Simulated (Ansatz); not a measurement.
Starting cell, Al2Au (fluorite type, space group Fm-3m):

```xyz
6
Lattice="0.0000 6.0599 6.0599 3.0300 3.0300 6.0599 3.0300 3.0300 0.0000" Properties=species:S:1:pos:R:3 pbc="T T T"
Al     1.5150     1.5150     1.5150
Al     1.5150     4.5449     4.5449
Al     4.5449    10.6048    10.6048
Al     4.5449     7.5749     7.5749
Au     0.0000     0.0000     0.0000
Au     3.0300     6.0599     3.0300
```

The atoms are displaced by Q × the pattern below (from a DFPT mode at X = (0.5, 0.5, 0.0), largest move 1; Q in Å), at fixed cell. It is one choice among 2 degenerate patterns. (q is in reciprocal vectors of the primitive cell; the cell shown is doubled to hold the pattern.)

```
atom       x       y      z
----  ------  ------  -----
Al1    0.000   1.000  0.000
Al2    0.000  -1.000  0.000
Al3    0.000   1.000  0.000
Al4    0.000  -1.000  0.000
Au5   -0.132   0.000  0.000
Au6    0.132   0.000  0.000
```

Level of theory: PBE (plane waves to 420 eV, PAW, scalar-relativistic; Ansatz, an electronic-structure program). k mesh 13×13×13 (Γ-centred), Fermi-Dirac smearing 0.05 eV. The energy includes the smearing's −TS. With partly filled bands, energies and forces of such displacements shift with the k mesh and the smearing. Al2Au was relaxed with its symmetry unable to fall. Spin-orbit coupling is left out, though Au is heavy. The zero of ΔE is the undisplaced structure. The last digit holds for this mesh only.

| Q (Å) | ΔE (meV/cell) |
|---|---|
| -0.1000 | 179.2 |
| -0.0833 | 123.7 |
| -0.0667 | withheld |
| -0.0500 | 44.1 |
| -0.0333 | 19.5 |
| -0.0167 | 4.9 |
| 0.0000 | 0.0 |
| 0.0167 | 4.9 |
| 0.0333 | 19.5 |
| 0.0500 | 44.1 |
| 0.0667 | withheld |
| 0.0833 | 123.7 |
| 0.1000 | 179.2 |

Question: Fit an even polynomial form (powers 2, 4) to the given rows and predict ΔE at Q = -0.0667.

Answer: Least squares on the 11 given rows: ΔE = (17580)·Q² + (34550)·Q⁴, in meV/cell with Q in Å; root-mean-square residual 0.05 meV/cell. At -0.0667 the fit gives 78.9 meV/cell; the calculation gives 78.8 meV/cell, so the interpolation is off by 0.1 (+0.1 %). The quadratic term alone would give 78.2 meV/cell.

(A displaced cell: forces are minus the slopes of the energy, force constants its curvatures, and phonons follow from these.)
